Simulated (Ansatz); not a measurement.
ZrAg:
```cif
data_AgZr
_chemical_formula_sum 'Ag1 Zr1'
_space_group_name_H-M_alt 'P 1'
_space_group_IT_number 1
_cell_length_a 3.94875
_cell_length_b 3.94875
_cell_length_c 3.94875
_cell_angle_alpha 60.000
_cell_angle_beta 60.000
_cell_angle_gamma 60.000
loop_
_space_group_symop_operation_xyz
  'x, y, z'
loop_
_atom_site_label
_atom_site_type_symbol
_atom_site_fract_x
_atom_site_fract_y
_atom_site_fract_z
_atom_site_occupancy
Ag1 Ag 0.00000 0.00000 0.00000 1
Zr1 Zr 0.50000 0.50000 0.50000 1
```

Relaxed with DFT-PBEsol in the program Ansatz with PAW potentials. Indices refer to the conventional cell of Fm-3m, a = 5.5844 Å, b = 5.5844 Å, c = 5.5844 Å, α = 90.00°, β = 90.00°, γ = 90.00°.

Task: Simulate the powder diffraction pattern (neutron, λ = 1.5401 Å; lines above 1 %) up to 2θ = 90°.

Result: Simulated powder pattern, neutron, λ = 1.5401 Å (kinematic, ideal powder, no thermal factors, coherent scattering alone; the 30 strongest lines at most, above 1 %, up to 2θ = 90°):

| 2θ (°) | d (Å) | I/Imax (%) | hkl |
|---|---|---|---|
| 27.64 | 3.224 | 1.5 | (111) |
| 32.02 | 2.792 | 96 | (200) |
| 45.91 | 1.974 | 100 | (220) |
| 54.43 | 1.684 | 1.3 | (311) |
| 57.07 | 1.612 | 47 | (222) |
| 66.95 | 1.396 | 28 | (400) |
| 76.15 | 1.249 | 94 | (420) |
| 84.99 | 1.140 | 83 | (422) |

The start of the workflow was typed in or built on a structure type; neither database checked (COD, Materials Project) lists it. COD files the formula under space group No. 129, so this cell is another polymorph or a model. Its standing as an ambient phase is unchecked. Symmetry was held in the PBEsol relaxation. At this level the phase is mechanically unstable. No spin polarisation was allowed. Its formation energy is positive at this level, so the cell may be metastable or incomplete.

Potentials: the earlier of the program's two PAW sets.
